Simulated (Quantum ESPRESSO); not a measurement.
## Mg4S3O (input and log of a self-consistent run)

Simulated, not a measurement. The program is pw.x of Quantum ESPRESSO 7.5 (plane-wave density functional theory). The cell is made up: 8 atoms on a zincblende/diamond lattice, with randomly drawn elements, strain and displacements, not relaxed. PseudoDojo standard norm-conserving files (v0.5 for PBE, v0.4.1 for LDA and PBEsol) set the functional; there is no spin polarisation, spin-orbit coupling or dispersion term, and the masses in the input are unused placeholders.

Input:

```
&control calculation='scf', pseudo_dir='./dojo.nc.sr.pbe.v0_5.standard.upf', outdir='./o', disk_io='low', tprnfor=.true., tstress=.true. /
&system ibrav=0, nat=8, ntyp=3, nbnd=38, ecutwfc=105.61755193, nosym=.true., tot_charge=0,
 occupations='smearing', smearing='fd', degauss=0.0018374661
/
&electrons conv_thr=7.350e-09, electron_maxstep=60, /
ATOMIC_SPECIES
Mg 1.0 Mg.upf
O 1.0 O.upf
S 1.0 S.upf
CELL_PARAMETERS angstrom
5.7162 0.0 0.0
0.0 5.7162 0.0
0.0 0.0 5.7162
ATOMIC_POSITIONS angstrom
Mg -0.03 0.0147 -0.0034
Mg -0.0689 2.8637 2.8113
Mg 2.8454 0.036 2.907
Mg 2.8672 2.8776 -0.0318
S 1.4038 1.4053 1.4203
S 1.3671 4.3009 4.3153
O 4.3066 1.422 4.2281
S 4.2542 4.2826 1.4134
K_POINTS automatic
6 6 6 1 1 1
```

The log is shortened where brackets say so; the opening notice, blank lines, dates and the lines on written files are dropped, and the path of the files is cut. It prints rydbergs, bohrs and kilobars, and counts compression as positive stress. With no partly filled state, the Fermi energy that it prints is only some level between the filled and the empty states on the mesh, and need not lie in the true gap.

```
     Program PWSCF v.7.5
     Parallel version (MPI & OpenMP), running on       4 processor cores
     Number of MPI processes:                 4
     Threads/MPI process:                     1
     [start-up lines left out]
     bravais-lattice index     =            0
     lattice parameter (alat)  =      10.8021  a.u.
     unit-cell volume          =    1260.4303 (a.u.)^3
     number of atoms/cell      =            8
     number of atomic types    =            3
     number of electrons       =        64.00
     number of Kohn-Sham states=           38
     kinetic-energy cutoff     =     105.6176  Ry
     charge density cutoff     =     422.4702  Ry
     scf convergence threshold =      7.3E-09
     mixing beta               =       0.7000
     number of iterations used =            8  plain     mixing
     Exchange-correlation= PBE
                           (   1   4   3   4   0   0   0)
     [axes and pseudopotential details left out]
   Cartesian axes
     site n.     atom                  positions (alat units)
         1        Mg     tau(   1) = (  -0.0052482   0.0025716  -0.0005948  )
         2        Mg     tau(   2) = (  -0.0120535   0.5009797   0.4918127  )
         3        Mg     tau(   3) = (   0.4977782   0.0062979   0.5085546  )
         4        Mg     tau(   4) = (   0.5015920   0.5034114  -0.0055631  )
         5        S      tau(   5) = (   0.2455827   0.2458451   0.2484693  )
         6        S      tau(   6) = (   0.2391624   0.7524054   0.7549246  )
         7        O      tau(   7) = (   0.7534026   0.2487667   0.7396697  )
         8        S      tau(   8) = (   0.7442357   0.7492040   0.2472622  )
     number of k points=   108  Fermi-Dirac smearing, width (Ry)=  0.0018
     Number of k-points >= 100: set verbosity='high' to print them.
     Dense  grid:   184355 G-vectors     FFT dimensions: (  72,  72,  72)
     Estimated max dynamical RAM per process >     582.38 MB
     Estimated total dynamical RAM >       2.14 GB
     Initial potential from superposition of free atoms
     starting charge      63.9967, renormalised to      64.0000
     Starting wfcs are   36 randomized atomic wfcs +    2 random wfcs
     total cpu time spent up to now is       10.1 secs
     per-process dynamical memory:   497.6 Mb
     Self-consistent Calculation
     iteration #  1     ecut=   105.62 Ry     beta= 0.70
     Davidson diagonalization with overlap
     ethr =  1.00E-02,  avg # of iterations =  6.4
     total cpu time spent up to now is       40.3 secs
     total energy              =    -574.37640502 Ry
     estimated scf accuracy    <       1.23758085 Ry
     iteration #  2     ecut=   105.62 Ry     beta= 0.70
     Davidson diagonalization with overlap
     ethr =  1.93E-03,  avg # of iterations =  5.3
     total cpu time spent up to now is       70.4 secs
     total energy              =    -573.80282473 Ry
     estimated scf accuracy    <       5.73419699 Ry
     iteration #  3     ecut=   105.62 Ry     beta= 0.70
     Davidson diagonalization with overlap
     ethr =  1.93E-03,  avg # of iterations =  4.0
     total cpu time spent up to now is       98.5 secs
     total energy              =    -574.93353887 Ry
     estimated scf accuracy    <       0.36349451 Ry
     iteration #  4     ecut=   105.62 Ry     beta= 0.70
     Davidson diagonalization with overlap
     ethr =  5.68E-04,  avg # of iterations =  2.0
     total cpu time spent up to now is      121.0 secs
     total energy              =    -574.94236381 Ry
     estimated scf accuracy    <       0.06149908 Ry
     iteration #  5     ecut=   105.62 Ry     beta= 0.70
     Davidson diagonalization with overlap
     ethr =  9.61E-05,  avg # of iterations =  4.1
     total cpu time spent up to now is      146.3 secs
     total energy              =    -574.95100056 Ry
     estimated scf accuracy    <       0.00076891 Ry
     iteration #  6     ecut=   105.62 Ry     beta= 0.70
     Davidson diagonalization with overlap
     ethr =  1.20E-06,  avg # of iterations = 12.2
     total cpu time spent up to now is      185.4 secs
     total energy              =    -574.95125760 Ry
     estimated scf accuracy    <       0.00014125 Ry
     iteration #  7     ecut=   105.62 Ry     beta= 0.70
     Davidson diagonalization with overlap
     ethr =  2.21E-07,  avg # of iterations =  2.2
     total cpu time spent up to now is      209.1 secs
     total energy              =    -574.95127660 Ry
     estimated scf accuracy    <       0.00001162 Ry
     iteration #  8     ecut=   105.62 Ry     beta= 0.70
     Davidson diagonalization with overlap
     ethr =  1.82E-08,  avg # of iterations =  3.1
     total cpu time spent up to now is      234.1 secs
     total energy              =    -574.95127969 Ry
     estimated scf accuracy    <       0.00000154 Ry
     iteration #  9     ecut=   105.62 Ry     beta= 0.70
     Davidson diagonalization with overlap
     ethr =  2.41E-09,  avg # of iterations =  2.0
     total cpu time spent up to now is      256.5 secs
     total energy              =    -574.95127988 Ry
     estimated scf accuracy    <       0.00000007 Ry
     iteration # 10     ecut=   105.62 Ry     beta= 0.70
     Davidson diagonalization with overlap
     ethr =  1.02E-10,  avg # of iterations =  3.5
     total cpu time spent up to now is      281.6 secs
     End of self-consistent calculation
     Number of k-points >= 100: set verbosity='high' to print the bands.
     the Fermi energy is     4.3738 ev
!    total energy              =    -574.95127989 Ry
     estimated scf accuracy    <          3.7E-09 Ry
     smearing contrib. (-TS)   =      -0.00000000 Ry
     internal energy E=F+TS    =    -574.95127989 Ry
     The total energy is F=E-TS. E is the sum of the following terms:
     one-electron contribution =    -431.73492382 Ry
     hartree contribution      =     213.82584111 Ry
     xc contribution           =     -90.60147744 Ry
     ewald contribution        =    -266.44071974 Ry
     convergence has been achieved in  10 iterations
     Forces acting on atoms (cartesian axes, Ry/au):
     atom    1 type  1   force =    -0.03404213    0.03347985   -0.03365751
     atom    2 type  1   force =    -0.02150130   -0.03920297    0.04202503
     atom    3 type  1   force =     0.03498033    0.03029925    0.03014547
     atom    4 type  1   force =     0.02122154   -0.03816688   -0.02961384
     atom    5 type  3   force =     0.00564905    0.00980873   -0.00011274
     atom    6 type  3   force =     0.00697829   -0.00602818   -0.01150724
     atom    7 type  2   force =    -0.00852073    0.00074109    0.00098996
     atom    8 type  3   force =    -0.00476505    0.00906910    0.00173088
     Total force =     0.116362     Total SCF correction =     0.000104
     Computing stress (Cartesian axis) and pressure
          total   stress  (Ry/bohr**3)                   (kbar)     P=      -56.83
  -0.00038399  -0.00002859   0.00001314          -56.49       -4.21        1.93
  -0.00002859  -0.00038789   0.00001527           -4.21      -57.06        2.25
   0.00001314   0.00001527  -0.00038714            1.93        2.25      -56.95
     init_run     :      9.49s CPU      9.92s WALL (       1 calls)
     electrons    :    270.51s CPU    271.56s WALL (       1 calls)
     forces       :      3.57s CPU      3.60s WALL (       1 calls)
     stress       :     13.06s CPU     13.45s WALL (       1 calls)
     [timing details left out]
     PWSCF        :   4m56.95s CPU   4m59.01s WALL
     JOB DONE.
```

In other units: free energy -7822.611 eV for the cell, pressure -5.68 GPa, largest force component 1.081 eV/Å. This run is the check on a run of the same cell at 1143 eV and a 4 x 4 x 4 mesh: rerunning at 1437 eV and a 6 x 6 x 6 mesh moved values by no more than 0.003 eV in energy, 0.02 GPa in stress and 0.006 eV/Å in force.